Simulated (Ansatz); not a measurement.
Ti:
```
CELL_PARAMETERS angstrom
      4.56821     0.00000     0.00000
     -2.28410     3.95619     0.00000
      0.00000     0.00000     2.82429
ATOMIC_POSITIONS crystal
  Ti 0.00000 0.00000 0.00000
  Ti 0.33333 0.66667 0.50000
  Ti 0.66667 0.33333 0.50000
```

Relaxed with r²SCAN.

Question: Which orbitals make up the states near the Fermi level in r²SCAN (plane waves, PAW; program Ansatz)?

Answer: Within 0.5 eV of the Fermi level: Ti 3d 89 %, outside the projected shells 5 %. Projections are on Löwdin-orthogonalised atomic valence shells; empty p or d shells of many metals are not among them.

Question: Tabulate the density of states.

Answer: States/eV per cell of 3 atoms, in 0.25 eV bins, energy from the Fermi level.

```tsv
E (eV)	total	Ti 3d	Ti 4s	Ti 3p
-6.70	0.00	0.00	0.00	0.00
-6.45	0.06	0.00	0.05	0.00
-6.20	0.15	0.00	0.12	0.00
-5.95	0.20	0.00	0.16	0.00
-5.70	0.25	0.00	0.21	0.00
-5.45	0.29	0.00	0.25	0.01
-5.20	0.34	0.01	0.29	0.01
-4.95	0.39	0.01	0.33	0.01
-4.70	0.44	0.02	0.37	0.01
-4.45	0.51	0.04	0.42	0.01
-4.20	0.60	0.07	0.49	0.02
-3.95	0.66	0.10	0.51	0.02
-3.70	0.70	0.14	0.52	0.02
-3.45	0.91	0.23	0.63	0.02
-3.20	1.11	0.37	0.69	0.02
-2.95	1.54	0.70	0.79	0.02
-2.70	2.81	1.82	0.91	0.03
-2.45	2.09	1.36	0.67	0.02
-2.20	3.45	2.64	0.71	0.03
-1.95	3.14	2.62	0.43	0.02
-1.70	4.62	4.07	0.36	0.04
-1.45	2.91	2.64	0.14	0.02
-1.20	4.67	4.28	0.14	0.03
-0.95	4.86	4.34	0.14	0.03
-0.70	5.21	4.61	0.14	0.03
-0.45	3.59	3.21	0.13	0.02
-0.20	1.92	1.59	0.14	0.01
0.05	2.57	2.29	0.13	0.01
0.30	4.53	4.10	0.22	0.02
0.55	4.64	4.21	0.21	0.01
0.80	4.74	4.33	0.15	0.01
1.05	6.43	6.03	0.14	0.02
1.30	8.07	7.60	0.16	0.02
1.55	3.68	3.47	0.10	0.01
1.80	3.46	3.32	0.06	0.00
```

Space group P6/mmm. This is a known high-pressure phase of the composition, computed here at zero pressure and temperature. The r²SCAN relaxation kept the symmetry of its start; its stability against distortions is not shown here. No spin polarisation was allowed.

Potentials: the later of the program's two PAW sets.
